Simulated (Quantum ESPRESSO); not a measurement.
pw.x input (Quantum ESPRESSO 7.5; PBEsol, PseudoDojo standard norm-conserving files, scalar-relativistic):

```
&CONTROL
  calculation = 'scf'
  pseudo_dir = './pseudo'
  outdir = './out'
  tprnfor = .true.
  tstress = .true.
/
&SYSTEM
  ibrav = 0
  nat = 2
  ntyp = 2
  ecutwfc = 82.0
  ecutrho = 328.0
  occupations = 'smearing'
  smearing = 'fd'
  degauss = 0.005
  nbnd = 18
/
&ELECTRONS
  conv_thr = 2e-10
/
ATOMIC_SPECIES
Ca 40.0780 Ca.upf
Pd 106.4200 Pd.upf
CELL_PARAMETERS angstrom
  3.505690000000   0.000000000000   0.000000000000
  0.000000000000   3.505690000000   0.000000000000
  0.000000000000   0.000000000000   3.505690000000
ATOMIC_POSITIONS crystal
Ca   0.000000000000   0.000000000000   0.000000000000
Pd   0.500000000000   0.500000000000   0.500000000000
K_POINTS automatic
12 12 12 0 0 0
```

End of the output:

```

[...]
     the Fermi energy is    11.6487 ev
!    total energy              =    -347.09911566 Ry
     estimated scf accuracy    <          1.4E-10 Ry
     smearing contrib. (-TS)   =      -0.00077959 Ry
     internal energy E=F+TS    =    -347.09833606 Ry
     The total energy is F=E-TS. E is the sum of the following terms:
     one-electron contribution =    -153.92360970 Ry
     hartree contribution      =      87.54158600 Ry
     xc contribution           =     -55.54537339 Ry
     ewald contribution        =    -225.17093898 Ry
     convergence has been achieved in  14 iterations
     Forces acting on atoms (cartesian axes, Ry/au):
     atom    1 type  1   force =     0.00000000    0.00000000    0.00000000
     atom    2 type  2   force =     0.00000000    0.00000000    0.00000000
     Total force =     0.000000     Total SCF correction =     0.000000
     Computing stress (Cartesian axis) and pressure
          total   stress  (Ry/bohr**3)                   (kbar)     P=      -20.34
  -0.00013827   0.00000000   0.00000000          -20.34        0.00        0.00
   0.00000000  -0.00013827   0.00000000            0.00      -20.34        0.00
   0.00000000   0.00000000  -0.00013827            0.00        0.00      -20.34
```

Spin-orbit coupling is not included.

Geometry of the Materials Project entry, not relaxed at this level.
